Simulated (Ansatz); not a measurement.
Pt:
```yaml
crystal:
  lattice:
    - [2.60365, 0.00000, 0.00000]
    - [0.00000, 2.60365, 0.00000]
    - [0.00000, 0.00000, 2.60365]
  atoms:
    - { symbol: Pt, position: [0.00000, 0.00000, 0.00000] }
```

Relaxed with r²SCAN. Special points in fractions of this cell's reciprocal vectors: Γ (0.000, 0.000, 0.000); X (0.000, 0.500, 0.000); M (0.500, 0.500, 0.000); R (0.500, 0.500, 0.500).

Problem. List the band energies nearest the Fermi level at these points for r²SCAN with spin–orbit coupling (plane waves, PAW; program Ansatz).

Solution. In eV from the Fermi level; about four levels below and three above (degenerate sets whole), none deeper than 8.9 eV; … stands for higher levels left out; points with the same levels are listed once.

```json
[
 {"k": "Γ", "below": "-0.14 -0.14 -0.14 -0.14", "above": "0.85 0.85 …"},
 {"k": "X", "below": "-1.89 -1.89 -0.53 -0.53", "above": "0.49 0.49 …"},
 {"k": "M", "below": "-1.94 -1.94 -1.47 -1.47", "above": "2.06 2.06 3.73 3.73"},
 {"k": "R", "below": "-5.56 -5.56 -5.56 -5.56 -4.86 -4.86", "above": "2.18 2.18 2.18 2.18"}
]
```

Space group Pm-3m (simple cubic). The cell is a constructed one: a structure type filled with these elements; neither database checked (COD, Materials Project) lists it. It is not the phase usual at ambient conditions (space group No. 225). Symmetry was held in the r²SCAN relaxation; its stability against distortions is not shown here. The run is not spin-polarised.

Potentials: the earlier of the program's two PAW sets.
